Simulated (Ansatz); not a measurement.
Ga:
```
Ga
1.0
    2.22053    -3.77706     0.00000
    2.22053     3.77706     0.00000
    0.00000     0.00000     4.49843
Ga
4
Cartesian
  2.22053  -1.17757   1.86800
  2.22053   1.17757   2.63042
  2.22053  -2.59949   4.11722
  2.22053   2.59949   0.38121
```

Relaxed with r²SCAN+D4. Special points in fractions of this cell's reciprocal vectors: Γ (0.000, 0.000, 0.000); Y (-0.500, 0.500, 0.000); C0 (-0.336, 0.664, 0.000); Σ0 (0.336, 0.336, 0.000); Z (0.000, 0.000, 0.500); A0 (0.336, 0.336, 0.500); E0 (-0.336, 0.664, 0.500); T (-0.500, 0.500, 0.500); S (0.000, 0.500, 0.000); R (0.000, 0.500, 0.500).

List the band energies nearest the Fermi level at these points for r²SCAN+D4 in the plane-wave PAW code Ansatz.

In eV from the Fermi level; about four levels below and three above (degenerate sets whole), none deeper than 8.9 eV; points with the same levels are listed once.

```csv
k,below,above
Γ,-4.10 -1.95 -1.49 -0.87,0.97 1.16 1.27
Y,-4.17 -3.60 -1.85 -1.79,1.12 1.24 3.81
C0,-6.92 -1.34 -1.26 -0.26,0.03 1.15 2.12
Z,-0.11 -0.11 -0.01 -0.01,0.25 0.25 2.23 2.23
A0,-6.41 -6.41 -3.93 -3.93,4.51 4.51 5.53 5.53
T,-1.44 -1.44 -0.84 -0.84,7.19 7.19 8.67 8.67
S,-3.60 -3.60 -1.65 -1.65,0.88 0.88 4.51 4.51
R,-6.71 -6.71 -1.73 -1.73,0.74 0.74 7.81 7.81
```

Space group Cmce (α-Ga). The cell was relaxed with r²SCAN+D4 under the symmetry of its start. The pairwise dispersion correction was not fitted to metals. Scalar-relativistic: spin–orbit coupling is off unless named, which matters more the heavier the elements.

Potentials: the later of the program's two PAW sets.
